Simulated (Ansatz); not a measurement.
ZrGe (NiAs type, P6_3/mmc) under volume change, the program Ansatz at the PBE level (PAW), shape and atoms relaxed at each volume.

| V (Å³/atom) | E − E(relaxed) (meV/atom) | P (GPa) |
|---|---|---|
| 19.618 | 63.9 | 11.36 |
| 20.265 | 27.0 | 7.01 |
| 20.912 | 6.4 | 3.25 |
| 21.559 | 0.0 | 0.00 |
| 22.206 | 5.8 | -2.81 |
| 22.852 | … | … |
| 23.499 | … | … |

### Question
Fill in the missing entries.

### Answer

- 23.499, E − E(relaxed) (meV/atom): 47.4
- 23.499, P (GPa): -7.28
- 22.852, E − E(relaxed) (meV/atom): 22.1
- 22.852, P (GPa): -5.23

### Question
What does a third-order Birch–Murnaghan fit give for V₀, B₀ and B′?

### Answer
V₀ = 21.56 Å³/atom, B₀ = 100 GPa, B′ = 3.9.

A made-up cell: these elements were put on the sites of a structure type; neither database checked (COD, Materials Project) lists it. Whether it is the stable phase at ambient conditions was not checked. Symmetry was held in the PBE relaxation; whether a distortion lowers the energy is not shown. The run is not spin-polarised.

Potentials: the later of the program's two PAW sets.
